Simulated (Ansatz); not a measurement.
Relaxed-ion elastic tensor of SnO2 in space group P4_2/nmc (No. 137; Sn on 2a, O on 4d) in GPa (Voigt order), PBEsol (plane waves, PAW; program Ansatz); density 7.32 g/cm³, 11.40 Å³ per atom.

```csv
,1,2,3,4,5,6
1,271,251,75.6,0.0,0.0,0.0
2,251,271,75.6,0.0,0.0,0.0
3,75.6,75.6,206,0.0,0.0,0.0
4,0.0,0.0,0.0,-19.1,0.0,0.0
5,0.0,0.0,0.0,0.0,-19.1,0.0
6,0.0,0.0,0.0,0.0,0.0,148
```

### Question
Is the crystal mechanically stable?

### Answer
No: the smallest eigenvalue of C is -19.1 GPa.

The cell is a constructed one: a structure type filled with these elements; neither database checked (COD, Materials Project) lists it. It is not the phase usual at ambient conditions (space group No. 136). Symmetry was held in the PBEsol relaxation. At this level the phase is mechanically unstable. Scalar-relativistic: spin–orbit coupling is off unless named, which matters more the heavier the elements.

Potentials: the later of the program's two PAW sets.
